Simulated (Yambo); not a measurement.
A G0W0@PBEsol run in Yambo for a free-standing WSe2 monolayer (symmetry P-6m2, slab cell 16.3 Å high) under biaxial strain of +1.5 % in the plane (6×6×1 Γ-centred k mesh, bands 12 to 113 and a 7 Ry block in the screening, 113 bands in G with the Bruneval-Gonze terminator, plasmon pole fitted at 27.2 eV, slab-truncated Coulomb interaction, stochastic integration of W near q = 0) gives these matrix elements, in eV, at the band edges (K → K):

```tsv
state	E0	<Vxc>	<Σx>	<Σc(E0)>	Z
valence edge	0.000	-15.232	-15.699	0.294	0.747
conduction edge	1.495	-16.164	-11.937	-3.196	0.744
```

Problem. Solve the linearised quasiparticle equation for both states, give the gap, and say how exchange and correlation each act on it.

Solution. E = E0 + Z(Σx + Σc − Vxc). Valence: 0.000 + 0.747 × (-15.699 + (0.294) − (-15.232)) = -0.13 eV. Conduction: 1.495 + 0.744 × (-11.937 + (-3.196) − (-16.164)) = 2.26 eV. The gap is 2.39 eV, against 1.49 eV in PBEsol. Replacing Vxc by bare exchange alone would open it by 4.69 eV; correlation takes back 3.49 eV of that, and Z scales what is left. Convergence of the G0W0 settings was not tested. Without spin-orbit coupling, band edges of such heavy elements can be off by tenths of an eV.

The standard potential for Se keeps a d shell in the valence without the s and p states of that shell. In tests on such compounds this moved G0W0 gaps by up to about 0.9 eV, so absolute quasiparticle energies here are unreliable; differences between settings are what counts.

Geometry strained from the cell relaxed with PBEsol, atoms relaxed again; primitive cell a = 3.3203 Å, b = 3.3203 Å, c = 16.3000 Å, α = 90.00°, β = 90.00°, γ = 120.00°.
